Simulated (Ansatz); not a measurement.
TiC:
```
CELL_PARAMETERS angstrom
      3.58270     0.00000     0.00000
     -1.79135     3.10271     0.00000
      0.00000     0.00000     4.24920
ATOMIC_POSITIONS crystal
  Ti 0.33333 0.66667 0.25000
  Ti 0.66667 0.33333 0.75000
  C  0.33333 0.66667 0.75000
  C  0.66667 0.33333 0.25000
```

Relaxed with PBEsol. Special points in fractions of this cell's reciprocal vectors: Γ (0.000, 0.000, 0.000); M (0.500, 0.000, 0.000); K (0.333, 0.333, 0.000); A (0.000, 0.000, 0.500); L (0.500, 0.000, 0.500); H (0.333, 0.333, 0.500).

Task: List the band energies nearest the Fermi level at these points for DFT-PBEsol in the program Ansatz with PAW potentials.

Result: In eV from the Fermi level; about four levels below and three above (degenerate sets whole), none deeper than 8.9 eV; points with the same levels are listed once.

```tsv
k	below	above
Γ	-2.60 -2.60 -2.52 -2.52 -2.40	0.78 0.78 1.89
M	-1.79 -1.61 -1.48 -0.07	0.02 1.40 2.67
K	-1.81 -1.81 -1.67 -1.67 -0.88	0.32 0.64 2.26
A	-3.00 -3.00 -3.00 -3.00 -2.94 -2.94	2.81 2.81 2.81 2.81
L	-2.26 -2.26 -1.73 -1.73	1.96 1.96 2.37 2.37
H	-2.59 -2.59 -1.67 -1.67	0.97 0.97 3.47 3.47
```

Space group P6_3/mmc. The start of the workflow was typed in or built on a structure type; neither database checked (COD, Materials Project) lists it. It is not the phase usual at ambient conditions (space group No. 225). The cell was relaxed with PBEsol under the symmetry of its start; of distortions, only those at the zone centre were tested. No spin polarisation was allowed. The volume moved by -17 % from the start of the relaxation.

Potentials: the later of the program's two PAW sets.
